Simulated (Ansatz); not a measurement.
AlN:
```yaml
crystal:
  lattice:
    - [0.00000, 2.00511, 2.00511]
    - [2.00511, 0.00000, 2.00511]
    - [2.00511, 2.00511, 0.00000]
  atoms:
    - { symbol: Al, position: [0.50000, 0.50000, 0.50000] }
    - { symbol: N, position: [0.00000, 0.00000, 0.00000] }
```

Cartesian axes are those of the cell as given.

**Question.** Give the high-frequency dielectric tensor and the Born effective charge tensors of the independent atoms from DFPT, the program Ansatz at the LDA level (PAW).

**Answer.** 
ε∞:
```
5.04  0.00  0.00
0.00  5.04  0.00
0.00  0.00  5.04
```
Z* of atom 1 (Al), rows: field, columns: displacement, in e:
```
2.95  0.00  0.00
0.00  2.95  0.00
0.00  0.00  2.95
```
Z* of atom 2 (N), rows: field, columns: displacement, in e:
```
-2.95   0.00   0.00
 0.00  -2.95   0.00
 0.00   0.00  -2.95
```

Space group Fm-3m (rock salt). This is a known high-pressure phase of the composition, computed here at zero pressure and temperature. The cell was relaxed with LDA under the symmetry of its start; whether a distortion lowers the energy is not shown. The volume moved by -39 % from the start of the relaxation.

Potentials: the earlier of the program's two PAW sets. The files were generated under PBE; for other functionals the program regenerates the frozen cores, and for LDA and PBEsol the local potential too.
